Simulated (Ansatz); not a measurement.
A relaxed cell of Ca₂BPb is given with its symmetry left out. The cell was found from a structure generator's guess, not taken from experiment.

Method: DFT PBE, scalar-relativistic, plane waves, PAW (Ansatz). Cutoff 420 eV, Γ-centred mesh, Gaussian smearing, no spin polarisation.

```
Ca B Pb
1.0
     4.01117    0.00000    0.00000
    -2.00558    3.47377    0.00000
     0.00000    0.00000    8.25775
Ca B Pb
2 1 1
Direct
  0.33333 0.66667 0.72024
  0.33333 0.66667 0.27976
  0.66667 0.33333 0.00000
  0.00000 0.00000 0.00000
```

Formation energies are uncorrected and refer to the elements' standard structures at the same level.

**Question.** Find its symmetry and describe it.

**Answer.** P-6m2 (No. 187). Conventional cell: a = 4.011 Å, c = 8.258 Å. Ca has 3 B at 3.27 Å, 3 Pb at 3.27 Å, 1 Ca at 3.64 Å and 6 Ca at 4.01 Å; B is surrounded by 3 Pb at 2.32 Å and 6 Ca at 3.27 Å; Pb is surrounded by 3 B at 2.32 Å and 6 Ca at 3.27 Å.

**Question.** What is its formation energy per atom?

**Answer.** +0.34 eV/atom. A positive value: parting into the elements would lower its energy.

**Question.** Is it a metal?

**Answer.** Yes, bands cross the Fermi level on the 12×12×6 mesh.

The last run used a 12×12×6 mesh (in the run's order of axes) for its 4-atom cell and Gaussian smearing of 0.10 eV. Spin–orbit coupling, which can matter for Pb, is left out. The cell is a metal run without spin; a magnetic state may lie lower. Symmetry constrained the relaxation, so the result can be a saddle point.
